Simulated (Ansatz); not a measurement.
MoRh:
```yaml
crystal:
  lattice:
    - [2.75854, 0.00000, 0.00000]
    - [-1.37927, 2.38897, 0.00000]
    - [0.00000, 0.00000, 4.41151]
  atoms:
    - { symbol: Mo, position: [0.00000, 0.00000, 0.50000] }
    - { symbol: Rh, position: [0.33333, 0.66667, 0.00000] }
```

Relaxed with r²SCAN. Special points in fractions of this cell's reciprocal vectors: Γ (0.000, 0.000, 0.000); M (0.500, 0.000, 0.000); K (0.333, 0.333, 0.000); A (0.000, 0.000, 0.500); L (0.500, 0.000, 0.500); H (0.333, 0.333, 0.500).

Question: List the band energies nearest the Fermi level at these points for the program Ansatz at the r²SCAN level (PAW).

Answer: In eV from the Fermi level; about four levels below and three above (degenerate sets whole), none deeper than 8.9 eV; … stands for higher levels left out; points with the same levels are listed once.

```tsv
k	below	above
Γ	-1.53 -1.53 -0.59 -0.59	1.34 …
M	-2.81 -1.78 -1.68 -0.86	0.42 2.97 4.21
K	-3.56 -3.21 -1.73 -0.40	1.21 2.00 2.00
A	-2.96 -2.96 -2.08 -2.08 -1.72	0.49 0.49 …
L	-5.76 -4.51 -3.90 -1.83	0.07 0.30 1.12
H	-3.09 -1.49 -0.70 -0.36	1.19 2.72 7.73
```

Space group P-6m2. The workflow started from a Materials Project entry (that database holds measured and hypothetical structures alike); the Crystallography Open Database copy checked does not list it. With Mo and Rh taken as one species the cell has the higher symmetry P6_3/mmc, so it may be an ordered model of a mixed-site phase. Its standing as an ambient phase is unchecked. The r²SCAN relaxation kept the symmetry of its start; whether a distortion lowers the energy is not shown. The run is not spin-polarised. Scalar-relativistic: spin–orbit coupling is off unless named, which matters more the heavier the elements.

Potentials: the later of the program's two PAW sets.
